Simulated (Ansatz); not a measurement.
Nb2AlB2:
Space group P-6m2 (No. 187); a = 3.097 Å, b = 3.097 Å, c = 7.534 Å, α = 90.00°, β = 90.00°, γ = 120.00°

| atom | site | symmetry | x | y | z |
|---|---|---|---|---|---|
| Nb | 2h | 3m. | 0.3333 | 0.6667 | 0.2932 |
| Al | 1a | -6m2 | 0.0000 | 0.0000 | 0.0000 |
| B | 1b | -6m2 | 0.0000 | 0.0000 | 0.5000 |
| B | 1f | -6m2 | 0.6667 | 0.3333 | 0.5000 |

Relaxed at zero pressure with DFT-PBEsol in the program Ansatz with PAW potentials.

Problem. The volume is raised by 3 % and shape and atoms relax at that volume. What pressure results, and how do the axes share the change?

Solution. -5.3 GPa; a 0.9 %, b 0.9 %, c 1.1 %; the energy rises by 6 meV/atom.

Problem. Give the new structure.

Solution. 
Space group P-6m2 (No. 187); a = b = 3.1249 Å, c = 7.6203 Å, α = β = 90.00°, γ = 120.00°

| atom | site | symmetry | x | y | z |
|---|---|---|---|---|---|
| Nb | 2h | 3m. | 0.3333 | 0.6667 | 0.2953 |
| Al | 1a | -6m2 | 0.0000 | 0.0000 | 0.0000 |
| B | 1b | -6m2 | 0.0000 | 0.0000 | 0.5000 |
| B | 1f | -6m2 | 0.6667 | 0.3333 | 0.5000 |

The phase is kept; no other phase was compared at this pressure.

The start of the workflow was typed in or built on a structure type; neither database checked (COD, Materials Project) lists it. Its standing as an ambient phase is unchecked. Symmetry was held in the PBEsol relaxation; its stability against distortions is not shown here. The run is not spin-polarised.

Potentials: the earlier of the program's two PAW sets. The files were generated under PBE; for other functionals the program regenerates the frozen cores, and for LDA and PBEsol the local potential too.
